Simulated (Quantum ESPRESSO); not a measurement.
Parts of the isotropic shielding in BaTe, by PBE GIPAW (a modified build of Quantum ESPRESSO, JTH PAW datasets), 20 Ha, k-mesh 6×6×6 shifted:

```
CELL_PARAMETERS angstrom
      0.00000     3.49300     3.49300
      3.49300     0.00000     3.49300
      3.49300     3.49300     0.00000
ATOMIC_POSITIONS crystal
  Ba 0.00000 0.00000 0.00000
  Te 0.50000 0.50000 0.50000
```
The cell was made here from an entry of the Crystallography Open Database (unchecked): atoms relaxed with PBE in the measured cell (PBE without dispersion, pw.x of Quantum ESPRESSO, symmetry kept).  Stability against distortions was not tested.

The core term is that of the free atom's frozen core; the paramagnetic column sums the reconstruction terms. Shieldings are absolute and leave out the bulk-susceptibility term; a larger σ means a smaller chemical shift. By our sweeps, such settings leave a few ppm in absolute σ on light atoms and up to some 20 ppm from Zn on. No spin–orbit coupling; Ba is the heaviest element present. The datasets of Te hold no d projectors, which limits absolute σ on these atoms. Static lattice: thermal averaging is not included.

| site | core | bare (smooth current) | diamagnetic correction | paramagnetic corrections | σ_iso (ppm) |
|---|---|---|---|---|---|
| Ba (atom 1) | 6129.8 | 75.3 | -43.8 | [?] | [?] |
| Te (atom 2) | 5554.2 | 25.7 | -3.4 | [?] | [?] |

### Question
Complete the blanks.

### Answer

- Ba (atom 1), paramagnetic corrections: -1801.5
- Ba (atom 1), σ_iso (ppm): 4359.8
- Te (atom 2), paramagnetic corrections: -3263.1
- Te (atom 2), σ_iso (ppm): 2313.4
